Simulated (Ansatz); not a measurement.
Na:
```xyz
2
Lattice="0.0000 3.7895 3.7895 3.7895 0.0000 3.7895 3.7895 3.7895 0.0000" Properties=species:S:1:pos:R:3 pbc="T T T"
Na     1.8948     1.8948     1.8948
Na     0.0000     0.0000     0.0000
```

Relaxed with PBE.

Q: List the phonon frequencies at the special points (DFPT on a 3×3×3 q-mesh, Fourier-interpolated; plane-wave PAW PBE (Ansatz code)).

A: In cm⁻¹.

```
q              frequencies
-  -----------------------
Γ        0 0 0 115 115 115
X    72i 72i 68 68 126 126
U    76i 66i 58 83 124 125
K    76i 66i 58 83 124 125
L  50i 50i 49i 106 122 122
W    72i 72i 73 73 124 124
```

Space group Fd-3m (diamond). The cell is a constructed one: a structure type filled with these elements; neither database checked (COD, Materials Project) lists it. It is not the phase usual at ambient conditions (space group No. 229). Symmetry was held in the PBE relaxation. At this level the phase is dynamically unstable (imaginary phonons). As this level gives no gap, phonon frequencies hold no LO–TO term and depend on the k-mesh and smearing (Fermi–Dirac, 0.1 eV here).

Potentials: the later of the program's two PAW sets.
